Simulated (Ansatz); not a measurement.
CuAu3 in space group I4/mmm (No. 139; Cu on 2a, Au on 4d, Au on 2b), LDA in the plane-wave PAW code Ansatz, all energies at zero smearing, with the estimated change up to a 700 eV cutoff added, with one set of potentials and settings (totals compare only within such a set). Cell of 4 atoms (1 Cu, 3 Au): -45150.638 eV.

```tsv
element	reference phase	E (eV/atom)
Cu	Fm-3m, 1 atoms in the cell	-6555.7242
Au	Fm-3m, 1 atoms in the cell	-12864.9550
```

Formation energy per atom, worked out: (-45150.638 − 1×(-6555.7242) − 3×(-12864.9550))/4 = -0.012 eV/atom (-1 kJ per mol of atoms), at 0 K, without zero-point energy or fitted corrections.

The workflow started from a Materials Project entry (that database holds measured and hypothetical structures alike); the Crystallography Open Database copy checked does not list it. COD files the formula under space group No. 221. Whether it is the stable phase at ambient conditions was not checked. The LDA relaxation kept the symmetry of its start; its stability against distortions is not shown here. No spin polarisation was allowed. The references are the lowest solids computed at this level, not always the standard phases. Spin–orbit coupling is left out wherever it is not named.

Potentials: the later of the program's two PAW sets.
